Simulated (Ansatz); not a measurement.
Zr$_{6}$Ni$_{16}$Ge$_{7}$ in space group Fm-3m (No. 225; Pearson symbol cF116), r²SCAN in the plane-wave PAW code Ansatz, all energies at zero smearing, with the estimated change up to a 700 eV cutoff added, with one set of potentials and settings (totals compare only within such a set). Cell of 29 atoms (6 Zr, 16 Ni, 7 Ge): -148832.761 eV.

```json
[
 {"element": "Zr", "reference phase": "P6_3/mmc, 2 atoms in the cell", "E (eV/atom)": "-4195.0260"},
 {"element": "Ni", "reference phase": "Fm-3m, 1 atoms in the cell, spin-polarised", "E (eV/atom)": "-5845.2912"},
 {"element": "Ge", "reference phase": "Fd-3m, 2 atoms in the cell", "E (eV/atom)": "-4302.9041"}
]
```

Formation energy per atom, worked out: (-148832.761 − 6×(-4195.0260) − 16×(-5845.2912) − 7×(-4302.9041))/29 = -0.607 eV/atom (-59 kJ per mol of atoms), at 0 K, without zero-point energy or fitted corrections.

The first step of the workflow began from a Materials Project structure, measured or hypothetical; the Crystallography Open Database copy checked does not list it. Whether it is the stable phase at ambient conditions was not checked. The cell was relaxed with r²SCAN under the symmetry of its start; whether a distortion lowers the energy is not shown. No spin polarisation was allowed. The references are the lowest solids computed at this level, not always the standard phases.

Potentials: the later of the program's two PAW sets.
